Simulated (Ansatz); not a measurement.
Relaxed-ion elastic tensor of Ca₂BeN₂ in space group I4/mmm (No. 139; Ca on 4e, Be on 2a, N on 4e) in GPa (Voigt order), plane-wave PAW r²SCAN (Ansatz code); density 2.69 g/cm³, 14.45 Å³ per atom.

```
 185  35.7  42.5   0.0   0.0   0.0
35.7   185  42.5   0.0   0.0   0.0
42.5  42.5   233   0.0   0.0   0.0
 0.0   0.0   0.0  19.2   0.0   0.0
 0.0   0.0   0.0   0.0  19.2   0.0
 0.0   0.0   0.0   0.0   0.0  64.8
```

**Question.** Is the crystal mechanically stable?

**Answer.** Yes: the smallest eigenvalue of C is 19.2 GPa.

**Question.** Work out the Voigt, Reuss and Hill averages.

**Answer.** K_V = 93.8, K_R = 92.4, K_H = 93.1; G_V = 52.8, G_R = 34.5, G_H = 43.6 GPa.

**Question.** Give Young's modulus, Poisson's ratio, Pugh's ratio and the universal anisotropy index.

**Answer.** E = 9KG/(3K + G) = 113 GPa; ν = 0.30; K/G = 2.13 (ductile by the Pugh limit of 1.75); A_U = 5G_V/G_R + K_V/K_R − 6 = 2.66.

**Question.** Estimate the sound speeds and the Debye temperature.

**Answer.** v_l = √((K + 4G/3)/ρ) = 7500 m/s, v_t = √(G/ρ) = 4030 m/s, mean 4500 m/s; Θ = (h/k)(3n/4πV)^(1/3) v_m = 549 K.

**Question.** Solve the Christoffel equation for the three sound speeds along x, y, z.

**Answer.** Eigenvalues of C_ijkl n_j n_l equal ρv². In km/s, slowest first: x 2.67, 4.91, 8.28; y 2.67, 4.91, 8.28; z 2.67, 2.67, 9.31.

**Question.** How much does each axis shrink under pressure?

**Answer.** Linear compressibilities β_i = Σ_j S_ij (j = 1 to 3): x 4.0, y 4.0, z 2.8 per TPa.

The start of the workflow was typed in or built on a structure type; neither database checked (COD, Materials Project) lists it. Its standing as an ambient phase is unchecked. The cell was relaxed with r²SCAN under the symmetry of its start; whether a distortion lowers the energy is not shown.

Potentials: the earlier of the program's two PAW sets. The files were generated under PBE; for other functionals the program regenerates the frozen cores, and for LDA and PBEsol the local potential too.
